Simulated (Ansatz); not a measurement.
LaAgO$_{2}$:
```cif
data_AgLaO2
_chemical_formula_sum 'La1 Ag1 O2'
_space_group_name_H-M_alt 'P 1'
_space_group_IT_number 1
_cell_length_a 6.53632
_cell_length_b 6.53632
_cell_length_c 6.53632
_cell_angle_alpha 33.980
_cell_angle_beta 33.980
_cell_angle_gamma 33.980
loop_
_space_group_symop_operation_xyz
  'x, y, z'
loop_
_atom_site_label
_atom_site_type_symbol
_atom_site_fract_x
_atom_site_fract_y
_atom_site_fract_z
_atom_site_occupancy
La1 La 0.50000 0.50000 0.50000 1
Ag1 Ag 0.00000 0.00000 0.00000 1
O1 O 0.11044 0.11044 0.11044 1
O2 O 0.88956 0.88956 0.88956 1
```

Relaxed with r²SCAN. r²SCAN in the plane-wave PAW code Ansatz gives a gap of 3.31 eV.

Question: What gap does HSE06 give on the same cell (Ansatz, PAW)?

Answer: 4.23 eV, 0.92 eV more. The hybrid was solved on a coarser mesh and at special points; the gap given is the minimum over both.

Cost on shared cores: the r²SCAN run (SCF on a 9×9×9 mesh, then bands and DOS) about 110 core-seconds (a rough figure), the HSE06 run (SCF on 6×6×6, then a few points) about 4 core-minutes (a rough figure); the tasks are unlike.

Space group R-3m. The first step of the workflow began from a Materials Project structure, measured or hypothetical; the Crystallography Open Database copy checked does not list it. Whether it is the stable phase at ambient conditions was not checked. Symmetry was held in the r²SCAN relaxation; whether a distortion lowers the energy is not shown. The run is not spin-polarised. Scalar-relativistic: spin–orbit coupling is off unless named, which matters more the heavier the elements.

Potentials: the later of the program's two PAW sets.
